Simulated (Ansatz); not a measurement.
**In₂Te₃, first-principles data**

In2Te3:
```
CELL_PARAMETERS angstrom
     -2.18114     6.52071     3.07676
      2.18114    -6.52071     3.07676
      2.18114     6.52071    -3.07676
ATOMIC_POSITIONS crystal
  In 0.39918 0.23889 0.16029
  In 0.07859 0.23889 0.83971
  Te 0.68123 0.03570 0.64553
  Te 0.39017 0.03570 0.35447
  Te 0.95096 0.95096 0.00000
```

Space group Imm2 (No. 44); conventional cell a = 4.362 Å, b = 13.041 Å, c = 6.154 Å, α = 90.00°, β = 90.00°, γ = 90.00°.

Method: PBEsol in the plane-wave PAW code Ansatz. Geometry: relaxed at this level of theory. Other levels are named where they apply.

Cell and energy:

- Volume per atom = 35.01 Å³
- Density = 5.81 g/cm³
- Formation energy from the elements (no fitted shifts) = -0.25 eV/atom

Electronic structure:

Band gap: 0.10 eV (indirect)
Valence-band maximum: at X (k = 0.500, 0.500, 0.500 in fractions of the reciprocal vectors)
Conduction-band minimum: at Γ
Smallest direct gap on the standard path: 0.14 eV
Electron effective mass: 0.027, 0.075, 0.075 mₑ (principal values)
Hole effective mass: 0.22, 1.0, 11 mₑ (principal values)
HSE06 gap on the PBEsol cell: 0.90 eV

Mechanics:

- Bulk modulus (Birch–Murnaghan fit) = 23.0 GPa
- Pressure derivative B′ = 8.0

The first step of the workflow began from a Materials Project structure, measured or hypothetical; the Crystallography Open Database copy checked does not list it. COD files the formula under space group No. 216. Whether it is the stable phase at ambient conditions was not checked. The PBEsol relaxation kept the symmetry of its start; whether a distortion lowers the energy is not shown. The references are the lowest solids computed at this level, not always the standard phases. Spin–orbit coupling is left out wherever it is not named.

Potentials: the later of the program's two PAW sets.
